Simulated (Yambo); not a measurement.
Yambo run on AlP (wurtzite, space group P6_3mc, No. 186). The wavefunctions are PBEsol (pw.x of Quantum ESPRESSO, ONCV potentials, no spin-orbit coupling) ones on a 6×6×2 mesh (8 occupied bands); a = b = 3.861 Å, c = 6.335 Å, α = β = 90.00°, γ = 120.00°.

Yambo input:

```
rim_cut
gw0
dyson
el_el_corr
HF_and_locXC
ppa
em1d
RandQpts= 1000000
RandGvec= 1 Ry
EXXRLvcs= 44 Ry
VXCRLvcs= 176 Ry
Chimod= "HARTREE"
% BndsRnXp
 1 | 179 |
%
NGsBlkXp= 10 Ry
% LongDrXp
 1.0 | 1.0 | 1.0 |
%
PPAPntXp= 27.2114 eV
% GbndRnge
 1 | 109 |
%
GTermKind= "none"
DysSolver= "n"
ExtendOut
% QPkrange
 1 | 1 | 8 | 9 |
 7 | 7 | 9 | 9 |
%
```

k points by index: 1 = Γ, 7 = M.

Table of the .qp output:

```
#    K-point    Band    Eo [eV]    E [eV]    E-Eo [eV]    Vxc [eV]    Vnlxc [eV]    Sc|Eo [eV]    Sc|E [eV]    dSc/dw|Eo [eV]    Re(Z)    Im(Z)
#
    1    8    0.000000    -0.670468    -0.670468    -11.82108    -13.89425    1.204623    1.402703    -8.037987    0.771964    -0.001647
    1    9    2.315468    2.592596    0.277128    -9.619022    -5.569759    -3.698426    -3.772135    -7.234053    0.789982    -0.001578
    7    9    1.820230    2.061919    0.241689    -8.783277    -4.929368    -3.550500    -3.612220    -6.945120    0.796665    -0.001563
```
(The two width columns are left out.) Convergence of these settings isn't established.

Geometry relaxed with PBEsol.

This is not the ordinary phase of the substance; no match was found in the copy of COD used, and its stability was not checked.
